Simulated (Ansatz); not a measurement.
# Notes on MoS$_{2}$

```xyz
6
Lattice="3.1603 0.0000 0.0000 -1.5802 2.7369 0.0000 0.0000 0.0000 12.2903" Properties=species:S:1:pos:R:3 pbc="T T T"
Mo   -0.0002    1.8247    3.0726
Mo    1.5800    0.9122    9.2178
S    -0.0002    1.8247    7.6569
S     1.5800    0.9122    1.5117
S    -0.0002    1.8247   10.7786
S     1.5802    0.9125    4.6335
```

Level: r2SCAN, no spin polarisation; 500 eV; 9×9×2 Γ-centred mesh; gaussian occupations (width 0.0184 eV); Ansatz 0.2.0, fixed geometry.

**Formation energy.** -0.97 eV an atom against the elements' usual phases (free molecules for gases, crystals otherwise, with no correction for O₂ or N₂), so it is bound against them; other compounds may still compete. Relaxing would lower it.
**Charges.** Bader charges in e: Mo +1.31, S -0.65. In the mean Mo gives up most and S takes most.
**Electronic structure.** The gap is 0.98 eV, indirect (the least direct gap found is 1.78 eV).
**Forces.** The largest is on S5 (and as large on other atoms): 0.11 eV/Å, components (0.00, 0.00, -0.11). It makes 49° with the line to a nearest neighbour, Mo2 at 2.40 Å.

Origin: a database entry at a rescaled volume.
